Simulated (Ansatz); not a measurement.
Input file for Ansatz (a first-principles code):

Ansatz 0.2 input:
```yaml
crystal:
  lattice:
    - [5.0280631626, 0.0, 0.0]
    - [0.0, 5.0280631626, 0.0]
    - [0.0, 0.0, 7.0096698124]
  atoms:
    - { symbol: Si, position: [0.7019202574, 0.7019202574, 0.5] }
    - { symbol: Si, position: [0.7980797426, 0.2019202574, 0.75] }
    - { symbol: Si, position: [0.2980797426, 0.2980797426, 0.0] }
    - { symbol: Si, position: [0.2019202574, 0.7980797426, 0.25] }
    - { symbol: O, position: [0.8980435253, 0.760423067, 0.3216433333] }
    - { symbol: O, position: [0.739576933, 0.3980435253, 0.5716433333] }
    - { symbol: O, position: [0.1019564747, 0.239576933, 0.8216433333] }
    - { symbol: O, position: [0.260423067, 0.6019564747, 0.0716433333] }
    - { symbol: O, position: [0.3980435253, 0.739576933, 0.4283566667] }
    - { symbol: O, position: [0.239576933, 0.1019564747, 0.1783566667] }
    - { symbol: O, position: [0.6019564747, 0.260423067, 0.9283566667] }
    - { symbol: O, position: [0.760423067, 0.8980435253, 0.6783566667] }
kpoints:
  mp_grid: { grid: [6, 6, 4] }
hamiltonian:
  xc: pbesol
  pseudopotentials: { azcp: { folder: ./paw }, kind: paw }
scf:
  occupations: { method: fixed }
elastic: { mode: relaxed_ion, stencil: two_point, amplitude: 0.005, f_tol: 0.0005 }
output: { polarization: {} }
```

Output (shortened):

```
Pseudopotential: Si, paw, valence charge 4
Pseudopotential: O, paw, valence charge 6
Functional definition: PBEsol
Crystal: 12 atoms, lattice volume = 177.214 Å³
Basis set: ecut = 420 eV, 3491 PW (Γ), exchange–correlation on 72×72×96 points (8 copies of the dense FFT grid, shifted against one another)
Bands: 44, of which v1, the nominal top of the filled ones, is band 32 counted from 1 (31 counted from 0)
Symmetry: 8 space group operations
Space group: P41212 (ITA 92), of the structure as read, at distance tolerance 5.6e-5 Å
k-points: 30 of 144 (time reversal used)
SCF 1 converged in 12 iterations: F = -6986.508798 eV  dr2 = 6.48e-14
relax step   1: F+E_penalty+E_count = -6986.50879807 eV  Δ(F+E_penalty+E_count) = +0.000e0 eV  max|allowed force component| = 8.516e-4 eV/Å  Δτ_max = 0.0000 Å  (12 SCF iters, accepted)
Crystal: 12 atoms, lattice volume = 177.214 Å³
SCF 2 converged in 8 iterations: F = -6986.508798 eV  dr2 = 6.51e-15
relax step   2: F+E_penalty+E_count = -6986.50879820 eV  Δ(F+E_penalty+E_count) = -1.278e-7 eV  max|allowed force component| = 6.598e-4 eV/Å  Δτ_max = 0.0000 Å  (8 SCF iters, accepted)
Crystal: 12 atoms, lattice volume = 177.214 Å³
SCF 3 converged in 7 iterations: F = -6986.508798 eV  dr2 = 4.19e-14
relax step   3: F+E_penalty+E_count = -6986.50879840 eV  Δ(F+E_penalty+E_count) = -2.001e-7 eV  max|allowed force component| = 3.640e-4 eV/Å  Δτ_max = 0.0001 Å  (7 SCF iters, accepted)
Crystal: 12 atoms, lattice volume = 177.214 Å³
SCF 4 converged in 10 iterations: F = -6986.508798 eV  dr2 = 6.72e-15
Crystal: 12 atoms, lattice volume = 176.328 Å³
Basis set: ecut = 420 eV, 3467 PW (Γ), exchange–correlation on 72×72×96 points (8 copies of the dense FFT grid, shifted against one another)
Symmetry: 4 space group operations
k-points: 48 of 144 (time reversal used)
SCF 5 converged in 11 iterations: F = -6986.503639 eV  dr2 = 2.55e-14
relax step   1: F+E_penalty+E_count = -6986.50363876 eV  Δ(F+E_penalty+E_count) = +0.000e0 eV  max|allowed force component| = 1.473e-1 eV/Å  Δτ_max = 0.0000 Å  (11 SCF iters, accepted)
Crystal: 12 atoms, lattice volume = 176.328 Å³
SCF 6 converged in 10 iterations: F = -6986.505632 eV  dr2 = 1.56e-14
relax step   2: F+E_penalty+E_count = -6986.50563201 eV  Δ(F+E_penalty+E_count) = -1.993e-3 eV  max|allowed force component| = 9.454e-2 eV/Å  Δτ_max = 0.0049 Å  (10 SCF iters, accepted)
Crystal: 12 atoms, lattice volume = 176.328 Å³
SCF 7 converged in 11 iterations: F = -6986.507873 eV  dr2 = 1.21e-14
relax step   3: F+E_penalty+E_count = -6986.50787327 eV  Δ(F+E_penalty+E_count) = -2.241e-3 eV  max|allowed force component| = 6.743e-3 eV/Å  Δτ_max = 0.0154 Å  (11 SCF iters, accepted)
Crystal: 12 atoms, lattice volume = 176.328 Å³
SCF 8 converged in 10 iterations: F = -6986.507907 eV  dr2 = 1.06e-14
relax step   4: F+E_penalty+E_count = -6986.50790669 eV  Δ(F+E_penalty+E_count) = -3.343e-5 eV  max|allowed force component| = 5.807e-3 eV/Å  Δτ_max = 0.0019 Å  (10 SCF iters, accepted)
Crystal: 12 atoms, lattice volume = 176.328 Å³
SCF 9 converged in 10 iterations: F = -6986.507950 eV  dr2 = 4.57e-14
relax step   5: F+E_penalty+E_count = -6986.50794982 eV  Δ(F+E_penalty+E_count) = -4.313e-5 eV  max|allowed force component| = 3.758e-4 eV/Å  Δτ_max = 0.0035 Å  (10 SCF iters, accepted)
Crystal: 12 atoms, lattice volume = 176.328 Å³
SCF 10 converged in 10 iterations: F = -6986.507950 eV  dr2 = 6.80e-16
[...]
SCF 48 converged in 10 iterations: F = -6986.508446 eV  dr2 = 3.09e-16
SCF converged after 10 iterations
Stability not checked: this state was not tested for a lower state beside it, because too few of the mixer's solves of this state at the end of the SCF gave a …
Free energy (F): -6986.508798 eV
Harris-Foulkes:  -6986.508798 eV  (|F-HF|=9.09e-13)
Internal energy: -6986.508798 eV  (E = F + TS)
E sigma→0 (E₀):  -6986.508798 eV
Fermi energy:    1.054150 eV
--- Per-component energies (eV) ---
  E_band       = -373.606921
  E_kinetic    = 1548.856729
  E_local      = -4536.877145  (includes V_loc(G=0)·N_el)
  E_nonlocal   = 510.246009
  E_hartree    = 1695.270686
  E_xc         = -792.842339
  E_vxc        = -921.547483  (∫ρ·V_xc dr)
  E_paw        = -3256.243437  (= ΣΔE_a)
  E_vpaw       = -364.833085  (= ΣTr[D̂ρ^β])
  E_aug_tail   = 0.006685  (compensation charges beyond the density's cutoff)
  E_ewald      = -2155.334533
  E_core_change = 0.408546  (= ΣΔE_core)
  E_smearing   =  0.000000  (= −TS)
  E_closure    =  0.000000  (closes the sum)
  Σ components = -6986.508798   (vs F -6986.508798, Δ=0.00e0)
--- Forces (eV/Å), atoms counted from 1 ---
  atom   1  Si     0.00018619     0.00018619     0.00000000
  atom   2  Si    -0.00018619     0.00018619     0.00000000
  atom   3  Si    -0.00018619    -0.00018619     0.00000000
  atom   4  Si     0.00018619    -0.00018619     0.00000000
  atom   5  O     -0.00036403    -0.00002275     0.00031512
  atom   6  O      0.00002275    -0.00036403     0.00031512
  atom   7  O      0.00036403     0.00002275     0.00031512
  atom   8  O     -0.00002275     0.00036403     0.00031512
  atom   9  O     -0.00036403     0.00002275    -0.00031512
  atom  10  O      0.00002275     0.00036403    -0.00031512
  atom  11  O      0.00036403    -0.00002275    -0.00031512
  atom  12  O     -0.00002275    -0.00036403    -0.00031512
  max |Σ_I F_I| component: 1.56e-17 eV/Å
--- Stress (GPa, compression-positive) ---
        0.017687       0.000000       0.000000
        0.000000       0.017687       0.000000
        0.000000       0.000000       0.011379
  P = ⅓ Tr σ = 0.0156 GPa (0.156 kbar)
--- Band table (eV; the first three rows and the last of 30) ---
  k-point 0: bands = ["-18.2550", "-17.3629", "-17.3629", "-16.2009", "-16.1623", "-16.1602", "-16.1460", "-16.1460", "-8.4726", "-6.3495", "-6.3495", "-4.7233", "-4.6236", "-4.6236", "-4.1327", "-3.9779", "-1.8758", "-1.8634", "-1.8634", "-1.3120", …
  k-point 1: bands = ["-18.1927", "-17.7254", "-16.9638", "-16.3061", "-16.1594", "-16.1585", "-16.1488", "-16.1476", "-8.2953", "-7.1165", "-5.6421", "-4.8177", "-4.5943", "-4.5179", "-4.2348", "-4.0804", "-1.8314", "-1.8190", "-1.7473", "-1.2571", …
  k-point 2: bands = ["-18.0110", "-18.0110", "-16.5862", "-16.5862", "-16.1539", "-16.1539", "-16.1531", "-16.1531", "-7.8079", "-7.8079", "-5.1155", "-5.1155", "-4.4393", "-4.4393", "-4.3082", "-4.3082", "-1.7778", "-1.7778", "-1.4511", "-1.4511", …
  k-point 29: bands = ["-17.3311", "-17.3311", "-17.3311", "-17.3311", "-16.2163", "-16.2163", "-16.2163", "-16.2163", "-6.3778", "-6.3778", "-6.3778", "-6.3778", "-4.0126", "-4.0126", "-4.0126", "-4.0126", "-1.9070", "-1.9070", "-1.9070", "-1.9070", …
--- Elastic constants: 4 strain directions × 2 members + reference (group order 8) ---
  dense FFT box of the reference and of every strained cell: 36×36×48
  strains applied: 11, 33, 23, 12; error gains …
  reference relaxed by the batch: 3 steps …
  largest displacement 1.4e-4 Å; the constants are those of the deck's cell at these positions:
  atoms:
    - { symbol: Si, position: [0.7019291997338598, 0.7019291997338598, 0.5] }
    - { symbol: Si, position: [0.79807080026614, 0.20192919973385992, 0.75] }
    - { symbol: Si, position: [0.29807080026613997, 0.29807080026613997, 0.0] }
    - { symbol: Si, position: [0.20192919973385992, 0.79807080026614, 0.25] }
    - { symbol: O, position: [0.8980655535896415, 0.760420083708621, 0.3216550727638254] }
    - { symbol: O, position: [0.7395799162913789, 0.3980655535896414, 0.5716550727638253] }
    - { symbol: O, position: [0.10193444641035848, 0.2395799162913789, 0.8216550727638253] }
    - { symbol: O, position: [0.2604200837086211, 0.6019344464103585, 0.0716550727638254] }
    - { symbol: O, position: [0.3980655535896414, 0.7395799162913789, 0.4283449272361746] }
    - { symbol: O, position: [0.2395799162913789, 0.10193444641035848, 0.1783449272361746] }
    - { symbol: O, position: [0.6019344464103585, 0.2604200837086211, 0.9283449272361747] }
    - { symbol: O, position: [0.760420083708621, 0.8980655535896415, 0.6783449272361746] }
  C = ∂σ_k/∂η_j (tension-positive GPa; Voigt order 11 22 33 23 13 12):
        52.188      3.081     -8.081      0.000      0.000      0.000
         3.081     52.188     -8.081      0.000      0.000      0.000
        -8.085     -8.085     43.817      0.000      0.000      0.000
         0.000      0.000      0.000     70.293      0.000      0.000
         0.000      0.000      0.000      0.000     70.293      0.000
         0.000      0.000      0.000      0.000      0.000     26.017
  reference stress σ⁰ (GPa):     -0.018     -0.018     -0.011      0.000      0.000      0.000
  moduli (Voigt/Reuss/Hill, GPa): K = 13.56/13.07/13.32   G = 44.07/34.93/39.50   E = 59.59   ν = -0.246
  mechanically stable: yes (min eigenvalue of sym C = 26.02 GPa)
  e, the proper piezoelectric tensor (elastic.mode: relaxed_ion; C/m²; rows x y z; Voigt order 11 22 33 23 13 12):
       0.00000    0.00000    0.00000    0.00573    0.00000    0.00000
       0.00000    0.00000    0.00000    0.00000   -0.00573    0.00000
       0.00000    0.00000    0.00000    0.00000    0.00000    0.00000
  ±, each entry's uncertainty from the finite density of the strings (C/m²), an estimate: the size of the correction for it that the entry includes:
       0.00000    0.00000    0.00000    0.00016    0.00000    0.00000
       0.00000    0.00000    0.00000    0.00000    0.00016    0.00000
       0.00000    0.00000    0.00000    0.00000    0.00000    0.00000
  strain η (Voigt 11):  stress-route row diagonal C_11 = 52.19 GPa, energy-path curvature d²(F+E_count+ΔE)/dδ²/Ω₀ = 52.32 GPa
         δ    σ_11 (GPa)             F (eV)   n_scf  n_hpsi   n_pw
    -5.000e-3      -0.2776       -6986.5079498      10   36111   3467   relax 5 steps, max|allowed force component| 3.76e-4 eV/Å
     5.000e-3       0.2443       -6986.5082134      10   37060   3507   relax 5 steps, max|allowed force component| 3.41e-4 eV/Å
  strain η (Voigt 33):  stress-route row diagonal C_33 = 43.82 GPa, energy-path curvature d²(F+E_count+ΔE)/dδ²/Ω₀ = 43.78 GPa
         δ    σ_33 (GPa)             F (eV)   n_scf  n_hpsi   n_pw
    -5.000e-3      -0.2303       -6986.5081140      10   22192   3471   relax 5 steps, max|allowed force component| 3.83e-5 eV/Å
     5.000e-3       0.2079       -6986.5081727      10   23009   3507   relax 5 steps, max|allowed force component| 4.19e-5 eV/Å
  strain η (Voigt 23):  stress-route row diagonal C_44 = 70.29 GPa, energy-path curvature d²(F+E_count+ΔE)/dδ²/Ω₀ = 70.32 GPa
         δ    σ_23 (GPa)             F (eV)   n_scf  n_hpsi   n_pw
    -5.000e-3      -0.3515       -6986.5078328      10   42975   3491   relax 4 steps, max|allowed force component| 3.82e-4 eV/Å
     5.000e-3       0.3515       -6986.5078328      10   42869   3491   relax 4 steps, max|allowed force component| 3.82e-4 eV/Å
  strain η (Voigt 12):  stress-route row diagonal C_66 = 26.02 GPa, energy-path curvature d²(F+E_count+ΔE)/dδ²/Ω₀ = 26.02 GPa
         δ    σ_12 (GPa)             F (eV)   n_scf  n_hpsi   n_pw
    -5.000e-3      -0.1301       -6986.5084457      10   30035   3491   relax 4 steps, max|allowed force component| 2.26e-4 eV/Å
     5.000e-3       0.1301       -6986.5084457      10   30000   3491   relax 4 steps, max|allowed force component| 2.26e-4 eV/Å
--- Formal polarisation (Berry phase): one branch of a lattice of values; only differences between neighbouring runs are physical ---
  axis  mesh            electronic          ionic      p = total  spread (rad)  least overlap  resolved gap  δp at fixed H ≤   (phases in cycles; p mod 2 …
  b1    6×6×4           0.00000000    32.00000000    32.00000000      0.000911         0.9788        5.5735           7.0e-6
  b2    6×6×4           0.00000000    32.00000000    32.00000000      0.000911         0.9788        5.5735           7.0e-6
  b3    6×6×4           0.00000000    30.00000000    30.00000000      0.000105         0.9807        5.5735           5.3e-6
  quantum along a1:   0.05674554 e/Å² =    90.916373 µC/cm²
  quantum along a2:   0.05674554 e/Å² =    90.916373 µC/cm²
  quantum along a3:   0.07910948 e/Å² =   126.747365 µC/cm²
  P = (  0.90792859,   0.90792859,   1.18664225) e/Å² = ( 1454.661974,  1454.661974,  1901.210478) µC/cm²  (mod the quanta)
```

Cost: around 13 core-minutes (rough) on shared cores.

Space group P4_12_12. The PBEsol relaxation kept the symmetry of its start.

Potentials: the earlier of the program's two PAW sets. The files were generated under PBE; for other functionals the program regenerates the frozen cores, and for LDA and PBEsol the local potential too.

Ansatz is a plane-wave DFT program.
